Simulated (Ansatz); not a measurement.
LaGe2Pd2 in space group I4/mmm (No. 139; La on 2a, Ge on 4e, Pd on 4d), PBE in the plane-wave PAW code Ansatz, all energies at zero smearing, with the estimated change up to a 700 eV cutoff added, with one set of potentials and settings (totals compare only within such a set). Cell of 5 atoms (1 La, 2 Ge, 2 Pd): -28790.007 eV.

| element | reference phase | E (eV/atom) |
|---|---|---|
| La | P6_3/mmc, 4 atoms in the cell | -6250.0953 |
| Ge | Fd-3m, 2 atoms in the cell | -4294.9847 |
| Pd | Fm-3m, 1 atoms in the cell | -6972.8544 |

Formation energy per atom, worked out: (-28790.007 − 1×(-6250.0953) − 2×(-4294.9847) − 2×(-6972.8544))/5 = -0.847 eV/atom (-82 kJ per mol of atoms), at 0 K, without zero-point energy or fitted corrections.

The first step of the workflow began from a Materials Project structure, measured or hypothetical; the Crystallography Open Database copy checked does not list it. Its standing as an ambient phase is unchecked. The PBE relaxation kept the symmetry of its start; whether a distortion lowers the energy is not shown. The run is not spin-polarised. The references are the lowest solids computed at this level, not always the standard phases. Scalar-relativistic: spin–orbit coupling is off unless named, which matters more the heavier the elements.

Potentials: the later of the program's two PAW sets.
